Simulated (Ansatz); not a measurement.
Values for one crystal, relaxed and computed with the program Ansatz at the r²SCAN level (PAW); other levels are named.

| Property | Value |
|---|---|
| Volume per atom | 32.92 Å³ |
| Band gap | 2.84 eV (indirect) |
| HSE06 gap on the r²SCAN cell | 3.35 eV |
| Hole effective mass, band 1 of 2 at the edge | 1.5 along x, 2.9 along z (mₑ) |
| Pressure derivative B′ | 4.7 |
| Electron effective mass | 0.42, 0.48, 1.5 mₑ (principal values) |
| Hole effective mass, band 2 of 2 at the edge | 0.38 along x, 2.9 along z (mₑ) |

**Question.** Which compound is it?
(A) CsI, CsCl type
(B) CsLaS2, R-3m (Cs on 3a, La on 3b, S on 6c)
(C) LiGdSe2, R-3m (Li on 3b, Gd on 3a, Se on 6c)
(D) Na2S, anti-fluorite

**Answer.** B, CsLaS2, R-3m (Cs on 3a, La on 3b, S on 6c)

The first step of the workflow began from a Materials Project structure, measured or hypothetical; the Crystallography Open Database copy checked does not list it. Its standing as an ambient phase is unchecked. Symmetry was held in the r²SCAN relaxation; its stability against distortions is not shown here. Scalar-relativistic: spin–orbit coupling is off unless named, which matters more the heavier the elements.

Potentials: the later of the program's two PAW sets.
